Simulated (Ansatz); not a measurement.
Ansatz run, FeSbF3

input.yaml (Ansatz 0.2.0)

```yaml
crystal:
  lattice:
    - [3.266201, 0.0, 0.0]
    - [1.633101, -5.313326, 0.0]
    - [0.0, 0.0, -7.764117]
  atoms:
    - { symbol: Sb, position: [0.7457, 0.5086, 0.75] }
    - { symbol: Sb, position: [0.2543, 0.4914, 0.25] }
    - { symbol: Fe, position: [0.0, 0.0, 0.0] }
    - { symbol: Fe, position: [0.0, 0.0, 0.5] }
    - { symbol: F, position: [0.0842, 0.8316, 0.75] }
    - { symbol: F, position: [0.9158, 0.1684, 0.25] }
    - { symbol: F, position: [0.6278, 0.7444, 0.0563] }
    - { symbol: F, position: [0.3722, 0.2556, 0.5563] }
    - { symbol: F, position: [0.3722, 0.2556, 0.9437] }
    - { symbol: F, position: [0.6278, 0.7444, 0.4437] }
  symmetry: { tolerance: 0.0003 }
kpoints:
  mp_grid: { grid: [9, 9, 4], shift: [0, 0, 0] }
  band_path:
    path:
      - [0.0, 0.0, 0.0]
      - [0.0, -0.5, 0.0]
      - [0.45276511, -0.27361744, 0.0]
      - [0.54723489, 0.27361744, 0.0]
      - [0.0, 0.0, 0.0]
      - [0.0, 0.0, -0.5]
      - [0.54723489, 0.27361744, -0.5]
      - [0.45276511, -0.27361744, -0.5]
      - [0.0, -0.5, -0.5]
      - [0.0, -0.5, 0.0]
      - [0.0, 0.0, 0.0]
    npoints: 6
magnetization:
  spin_polarized: false
scf:
  occupations: { method: fermi_dirac }
  lower_state_search: "off"
  max_iter: 200
hamiltonian:
  pseudopotentials: { kind: paw }
  xc: pbe
basis:
  ecutwfc: 420
  fft_grid_basis: typed
output:
  forces: true
  stress: true
  eigenvalues: true
  bader: true
  populations: true
  elf: true
  write_potential: true
  volumetric_format: npy
  dos:
    e_range: [-12, 8]
    de: 0.05
    projected: { site_lists: { F: [F], Fe: [Fe], Sb: [Sb] } }
checkpoint:
  read: saved_state
```

The saved state is an earlier solution for the same cell, perhaps on another mesh. 

Parts of the output:

```
SCF iter   1: F=—  Δρ=2.92e-3  dr2=7.31e-3
SCF iter   2: F=—  Δρ=1.93e-3  dr2=1.74e-3
SCF iter   3: F=—  Δρ=1.11e-3  dr2=4.20e-4
SCF iter   4: F=—  Δρ=1.62e-4  dr2=1.37e-5
SCF iter   5: F=—  Δρ=8.92e-5  dr2=3.58e-6
SCF iter   6: F=—  Δρ=3.97e-5  dr2=1.29e-6
SCF iter   7: F=—  Δρ=1.21e-5  dr2=1.56e-7
SCF iter   8: F=-26771.9860 eV  Δρ=4.90e-6  dr2=1.35e-8
Free energy (F): -26771.9860 eV
Harris-Foulkes:  -26771.9860 eV  (|F-HF|=3.49e-10)
Internal energy: -26771.6727 eV  (E = F + TS)
E sigma→0 (E₀):  -26771.8294 eV
Entropy (-TS):   -0.3132 eV (-31.325 meV/atom)
Fermi energy:    10.5366 eV
--- Per-component energies (eV) ---
  E_band       = -1089.7688
  E_kinetic    = 2343.4700
  E_local      = -11539.1186  (includes V_loc(G=0)·N_el)
  E_nonlocal   = 1619.0231
  E_hartree    = 4784.8296
  E_xc         = -983.3797
  E_vxc        = -1098.5870  (∫ρ·V_xc dr)
  E_paw        = -13087.4130  (= ΣΔE_a)
  E_vpaw       = -1984.2297  (= ΣTr[D̂ρ^β])
  E_aug_tail   = 0.0141  (compensation charges beyond the density's cutoff)
  E_ewald      = -9909.0982
  E_smearing   = -0.3132  (= −TS)
--- Forces (eV/Å), atoms counted from 1 ---
  atom   1  Sb     0.0000     1.1568     0.0000
  atom   2  Sb     0.0000    -1.1568     0.0000
  atom   3  Fe     0.0000     0.0000     0.0000
  atom   4  Fe     0.0000     0.0000     0.0000
  atom   5  F      0.0000    -1.8980     0.0000
  atom   6  F      0.0000     1.8980     0.0000
  atom   7  F      0.0000    -1.3153     0.8905
  atom   8  F      0.0000     1.3153     0.8905
  atom   9  F      0.0000     1.3153    -0.8905
  atom  10  F      0.0000    -1.3153    -0.8905
--- Stress (GPa, compression-positive) ---
        3.4776       0.0000       0.0000
        0.0000       6.0625       0.0000
        0.0000       0.0000       0.4268
  P = ⅓ Tr σ = 3.3223 GPa (33.223 kbar)
--- Löwdin populations: 10 sites ---
  site symbol       q [e]
     0     Sb     14.1193
     1     Sb     14.1193
     2     Fe     15.1806
     3     Fe     15.1806
     4      F      7.4893
     5      F      7.4893
     6      F      7.5189
     7      F      7.5189
     8      F      7.5189
     9      F      7.5189
  spilling = 0.0033 (of n_electrons = 104.0000)
--- Bader charges: 10 sites ---
  site symbol  charge [e]  shift [e]
     0     Sb      1.2812     0.0004
     1     Sb      1.2812     0.0004
     2     Fe      1.0738     0.0040
     3     Fe      1.0738     0.0040
     4      F     -0.7726     0.0017
     5      F     -0.7726     0.0017
     6      F     -0.7912     0.0013
     7      F     -0.7912     0.0013
     8      F     -0.7912     0.0013
     9      F     -0.7912     0.0013
```

Origin: a known structure type with other elements, at an estimated volume, so it need not be a known compound. Caveats: no spin polarisation, so a magnetic state may lie lower; atoms or cell far from equilibrium.
